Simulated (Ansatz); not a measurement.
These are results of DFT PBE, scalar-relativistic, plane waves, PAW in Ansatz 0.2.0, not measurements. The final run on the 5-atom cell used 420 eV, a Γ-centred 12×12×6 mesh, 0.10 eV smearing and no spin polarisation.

Formation energies are uncorrected and refer to the elements' standard structures at the same level.

Task: Suggest a trial structure for a hexagonal metal made of Ga and S, with a formation energy near −0.07 eV/atom and a density near 4.13 g/cm³, in a cell of 5 atoms.

Result: Ga3S2, space group P-6m2 (No. 187). Around Ga on a site of symmetry 3m lie 1 Ga at 2.80 Å, 3 S at 2.87 Å, 3 Ga at 3.19 Å and 3 S at 3.19 Å; Ga on a site of symmetry -6m2 is surrounded by 3 S at 2.50 Å, 6 Ga at 3.19 Å and 2 S at 3.37 Å; S on its first site has 6 Ga at 2.87 Å and 2 Ga at 3.37 Å; S on its second site has 3 Ga at 2.50 Å and 6 Ga at 3.19 Å.

```xyz
5
Lattice="4.3357 0.0000 0.0000 -2.1678 3.7548 0.0000 0.0000 0.0000 6.7495" Properties=species:S:1:pos:R:3 pbc="T T T"
Ga    2.1678    1.2516    1.3987
Ga    2.1678    1.2516    5.3508
Ga    0.0000    0.0000    3.3748
S     0.0000    0.0000    0.0000
S     0.0000    2.5032    3.3748
```

The volume per atom is 21.98 Å³. The density is 4.13 g/cm³ and the formation energy is −0.07 eV/atom. The gap on the 12×12×6 mesh of the 5-atom cell is 0 eV (a metal).

The cell was found from a structure generator's guess, not taken from experiment. Other answers may fit too; this one was computed.

An odd number of electrons in the primitive cell allows no gap without spin; a larger cell or a magnetic state could open one. The reference form of S is held partly by dispersion forces, which this level lacks. A structure relaxed within its symmetry needn't be a true minimum.
